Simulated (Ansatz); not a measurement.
AlP:
```yaml
crystal:
  lattice:
    - [0.00000, 2.71691, 2.71691]
    - [2.71691, 0.00000, 2.71691]
    - [2.71691, 2.71691, 0.00000]
  atoms:
    - { symbol: Al, position: [0.00000, 0.00000, 0.00000] }
    - { symbol: P, position: [0.25000, 0.25000, 0.25000] }
```

Relaxed with LDA. Special points in fractions of this cell's reciprocal vectors: Γ (0.000, 0.000, 0.000); X (0.500, 0.000, 0.500); U (0.625, 0.250, 0.625); K (0.375, 0.375, 0.750); L (0.500, 0.500, 0.500); W (0.500, 0.250, 0.750).

Problem. List the band energies nearest the valence-band maximum at these points for DFT-LDA in the program Ansatz with PAW potentials.

Solution. In eV from the valence-band maximum; about four levels below and three above (degenerate sets whole), none deeper than 8.9 eV; points with the same levels are listed once.

```tsv
k	below	above
Γ	0.00 0.00 0.00	3.23 4.49 4.49 4.49
X	-5.40 -2.14 -2.14	1.42 2.33 11.00 11.00
U	-5.11 -3.52 -1.77	2.29 5.02 8.41
L	-5.64 -0.77 -0.77	2.72 4.73 4.73
W	-4.99 -3.26 -2.89	4.22 5.91 6.02
```

Space group F-43m (zinc blende). The cell was relaxed with LDA under the symmetry of its start; phonons on a q-mesh show no instability.

Potentials: the earlier of the program's two PAW sets.
